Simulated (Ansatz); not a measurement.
# Relaxing thallium (A15)

Method: DFT, BLYP, plane waves (420 eV) with PAW, scalar-relativistic (Ansatz 0.2.0). The PAW files were generated under PBE, with cores re-solved for the functional.

k-point mesh 4×4×4, Fermi-Dirac smearing 0.1 eV, no spin polarisation. Cell and atoms relax.

Starting structure:

```yaml
crystal:
  lattice:
    - [6.07587, 0.00000, 0.00000]
    - [0.00000, 6.07587, 0.00000]
    - [0.00000, 0.00000, 6.07587]
  atoms:
    - { symbol: Tl, position: [0.00000, 0.00000, 0.00000] }
    - { symbol: Tl, position: [0.50000, 0.50000, 0.50000] }
    - { symbol: Tl, position: [0.25000, 0.00000, 0.50000] }
    - { symbol: Tl, position: [0.75000, 0.00000, 0.50000] }
    - { symbol: Tl, position: [0.50000, 0.25000, 0.00000] }
    - { symbol: Tl, position: [0.50000, 0.75000, 0.00000] }
    - { symbol: Tl, position: [0.00000, 0.50000, 0.25000] }
    - { symbol: Tl, position: [0.00000, 0.50000, 0.75000] }
```

Problem. What cell does the relaxation end in?

Solution. Pm-3n with a = 6.590 Å; 35.78 Å³ per atom against 28.04 at the start (27.6 %).

Problem. How much energy does the relaxation gain?

Solution. 159.4 meV per atom.

Path of the relaxation (the plane waves are chosen anew near the end, which can shift the energy a little):

| step | E − E(final) (meV/atom) | V (Å³/atom) | P (GPa) | max force (eV/Å) |
| --- | --- | --- | --- | --- |
| 0 | 159.39 | 28.037 | 8.55 | 0.000 |
| 1 | 24.01 | 32.341 | 2.43 | 0.000 |
| 2 | 4.03 | 34.433 | 0.79 | 0.000 |
| 3 | 1.16 | 35.951 | -0.10 | 0.000 |
| 4 | 1.07 | 35.778 | 0.00 | 0.000 |
| 5 | 0.00 | 35.778 | 0.01 | 0.000 |
